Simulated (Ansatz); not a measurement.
**How much do the gradients of BaH5BrO3 depend on the method?**

Cell: a computed structure from the Materials Project (it need not be an observed phase), atoms as given.

Space group P4/nmm:1 (No. 129); a = 4.6454, c = 11.8776 Å.

| site | Wyckoff | site symmetry | x | y | z |
| --- | --- | --- | --- | --- | --- |
| Ba | 2c | 4mm | 0.0000 | 0.5000 | 0.8120 |
| H3 | 8i | .m. | 0.1793 | 0.0000 | 0.6272 |
| H11 | 2c | 4mm | 0.5000 | 0.0000 | 0.4899 |
| Br | 2c | 4mm | 0.5000 | 0.0000 | 0.9053 |
| O15 | 4f | 2mm. | 0.0000 | 0.0000 | 0.6767 |
| O19 | 2c | 4mm | 0.5000 | 0.0000 | 0.5717 |

One atom of each set is listed.

First run. All values are calculated (Ansatz; DFT, PBE, plane waves and PAW, scalar-relativistic, 420 eV cutoff, Γ-centred 5×5×2 k-points, Fermi–Dirac smearing 0.02 eV), not measured.

```json
{"site": "Ba", "V_zz (10²¹ V/m²)": "-0.48", "η": "0.00"}
{"site": "H3", "V_zz (10²¹ V/m²)": "2.27", "η": "0.12"}
{"site": "H11", "V_zz (10²¹ V/m²)": "4.40", "η": "0.00"}
{"site": "Br", "V_zz (10²¹ V/m²)": "-3.51", "η": "0.00"}
{"site": "O15", "V_zz (10²¹ V/m²)": "-9.95", "η": "0.96"}
{"site": "O19", "V_zz (10²¹ V/m²)": "12.68", "η": "0.00"}
```

Second run. The same atoms and settings, except that spin–orbit coupling is included (fully relativistic PAW files).

(1) What does the second run give?

## Answers

(1) 

```json
{"site": "Ba", "V_zz": "-0.48", "η": "0.00", "change of V_zz": "0.00"}
{"site": "H3", "V_zz": "2.27", "η": "0.12", "change of V_zz": "0.00"}
{"site": "H11", "V_zz": "4.40", "η": "0.00", "change of V_zz": "0.00"}
{"site": "Br", "V_zz": "-3.50", "η": "0.00", "change of V_zz": "+0.01"}
{"site": "O15", "V_zz": "-9.95", "η": "0.96", "change of V_zz": "0.00"}
{"site": "O19", "V_zz": "12.68", "η": "0.00", "change of V_zz": "0.00"}
```

No V_zz moves by more than 0.01.

The lattice is static: at room temperature water may turn and average the couplings of its hydrogen.
